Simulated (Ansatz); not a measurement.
The elements of this relaxed trial crystal are hidden behind letters.

```
lattice vectors (Å)
   3.0118    0.0000    0.0000
   0.0000    3.0118    0.0000
   0.0000    0.0000    8.2045
fractional positions
X 0.0000 0.0000 0.5000
Z 0.0000 0.0000 0.8368
Z 0.5000 0.5000 0.6714
Z 0.5000 0.5000 0.3286
Z 0.0000 0.0000 0.1632
Z 0.5000 0.5000 0.0000
```

Theory: DFT PBE, scalar-relativistic, plane waves, PAW (Ansatz). Plane waves to 420 eV, a 12×12×6 mesh through Γ for the 6-atom cell and 0.10 eV Gaussian smearing; no spin polarisation.

* Space group: P4/mmm (No. 123)
* Conventional cell: a = 3.012 Å, c = 8.205 Å
* Volume per atom: 12.40 Å³
* Density: 7.69 g/cm³
* Energy over the elements: −0.07 eV/atom
* Gap on the 12×12×6 mesh of the 6-atom cell: 0 eV (a metal)

Energies are uncorrected and count from the elements' standard states at the same level.

Question: X is a p-block element of period 3 and Z is a d-block element of period 4. Which elements are they?

Answer: X = Al, Z = Cu, so the formula is AlCu5. Density times volume gives a mean mass of 7.69 × 12.40/1.6605 = 57.4 u per atom, and this set has 57.5 u. Among the elements that the hints allow, noble gases aside, only these give it. Al has 8 Cu at 2.55 Å, 2 Cu at 2.76 Å and 4 Al at 3.01 Å; around Cu on a site of symmetry 4mm lie 8 Cu at 2.52–2.53 Å, 1 Cu at 2.68 Å, 1 Al at 2.76 Å and 4 Cu at 3.01 Å; Cu on a second site of symmetry 4mm is surrounded by 4 Cu at 2.53 Å, 4 Al at 2.55 Å, 2 Cu at 2.70–2.81 Å and 4 Cu at 3.01 Å; 1 more site not described.

A structure relaxed within its symmetry needn't be a true minimum. Another cell of AlCu5 relaxed alike, in Pmmm, lies 14 meV/atom lower, so this cell isn't the stable form at this level.
